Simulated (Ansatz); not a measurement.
TaH4: rattling a relaxed structure

The structure comes from a generated guess, relaxed at this level; another structure or a mixture of phases may lie lower.

All numbers below come from DFT PBE, scalar-relativistic, plane waves, PAW (Ansatz). Plane waves to 420 eV, a k mesh through Γ of 10×10×10 on the computed 10-atom cell and Gaussian smearing (0.10 eV); no spin polarisation.

The cell below (10 atoms, space group Immm (No. 71)) is relaxed within its symmetry.

```xyz
10
Lattice="-1.7124 2.9087 3.2782 1.7124 -2.9087 3.2782 1.7124 2.9087 -3.2782" Properties=species:S:1:pos:R:3 pbc="T T T"
Ta    0.0000    0.0000    4.9542
Ta    0.0000    0.0000    1.6023
H     0.0000    0.9537    0.0000
H     0.0000    4.8637    0.0000
H     1.7124    0.9774    1.3148
H     1.7124   -0.9774    1.3148
H     0.0000    1.9313    1.9635
H     0.0000    3.8861    1.9635
H     0.8306    2.9087    0.0000
H     0.8819    0.0000    3.2782
```

For the test it was strained at random (σ = 1.5 % a component), the atoms were moved at random (σ = 0.10 Å), and all was relaxed again on a coarse 8×8×8 mesh (in the run’s order of axes) with 0.20 eV smearing, with no symmetry imposed.

These runs have no spin–orbit coupling, which can matter for Ta.

Question: What happens?

Answer: It returns, within 1 meV/atom of the unmoved cell on that mesh and with the same symmetry when read at 0.1 Å. No instability shows in this cell; modes of other wave vectors, which need another repeat, aren't tested.
